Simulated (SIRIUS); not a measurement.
Consider a self-consistent single point of InGaN2 (P3m1, 4 atoms in the cell; from Materials Project mp-1223660, changed as shown).

```xyz
4
Lattice="3.3993 0.0000 0.0000 -1.6996 2.9439 0.0000 0.0000 0.0000 5.4406" Properties=species:S:1:pos:R:3 pbc="T T T"
In     0.0000     0.0000     5.4319
Ga     1.6996     0.9813     2.6950
N      1.6996     0.9813     0.7923
N      0.0000     0.0000     3.2764
```

Method: LDA (PW92), GBRV LDA ultrasoft pseudopotentials (plane waves; SIRIUS).

SIRIUS settings:

parameters.ngridk: 12 12 6
parameters.xc_functionals: [XC_LDA_X, XC_LDA_C_PW]
parameters.gk_cutoff: 6.325 1/bohr
parameters.pw_cutoff: 14.143 1/bohr
parameters.smearing: gaussian
parameters.smearing_width: 0.000367493 Ha
potentials: GBRV LDA ultrasoft pseudopotentials
parameters.electronic_structure_method: pseudopotential
parameters.num_bands: 25
parameters.num_mag_dims: 0
parameters.num_dft_iter: 100
parameters.energy_tol: 1e-07 Ha
parameters.density_tol: 1e-06
mixer.type: anderson
mixer.beta: 0.3
mixer.use_hartree: false

Q: Estimate, at this level of theory: gap on the k-point mesh, pressure and largest force (vector length).

A: The run gave:

| Quantity | Result |
|---|---|
| Gap on the k-point mesh | 0.34 eV |
| Pressure | -7.53 GPa |
| Largest force (vector length) | 0.407 eV/Å |

Gaps are taken between levels on the mesh.

For comparison: a first run was changed to give this one (lattice vector c scaled by 0.98), and from it to this one the free energy falls by 10.1 meV/atom, the pressure goes from -10.40 to -7.53 GPa, the largest force goes from 0.139 to 0.407 eV/Å and the gap on the mesh goes from 0.208 to 0.340 eV.

The structure comes from a collection of computed structures, made at another level of theory; the collection holds predicted forms beside known ones.

Cost on one core: around 4 core-minutes (rough).
